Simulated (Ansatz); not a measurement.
## Formation energy of BiIr (zincblende structure)

Level of theory: DFT, PBE, scalar-relativistic, no spin polarisation; plane waves to 420 eV with PAW datasets (Ansatz 0.2.0), 10×10×10 k-mesh, Gaussian smearing of 0.05 eV; PAW files: Ansatz's generated set soft_2.

The cell came from substitution into a structure type; whether the compound takes it is for experiment to say.

It takes space group F-43m (No. 216, cubic). Conventional cell: a = 6.135 Å, b = 6.135 Å, c = 6.135 Å, α = 90.00°, β = 90.00°, γ = 90.00°. Ir (site symmetry -43m) is surrounded by 4 Bi at 2.66 Å. Bi (site symmetry -43m) is surrounded by 4 Ir at 2.66 Å. (Neighbours are counted to 15 % beyond the shortest distance.)

The elements were computed in their standard states with the same datasets, cutoff and functional. Total energies depend on the potentials used, so only differences within one code and one set of settings carry meaning.

Energy of the relaxed cell (2 atoms, smearing extrapolated to zero): -24330.532 eV. Elements, in eV/atom: Ir -11935.311, Bi -12396.551.

Q: What is the formation energy?

A: [-24330.532 − (1 × -11935.311 + 1 × -12396.551)] / 2 = 0.67 eV/atom, or 64 kJ per mole of atoms.

The value is for 0 K, without zero-point energy. A positive value means that this structure is unstable even against the elements at this level.

Spin–orbit coupling, which matters for such heavy elements, is left out.
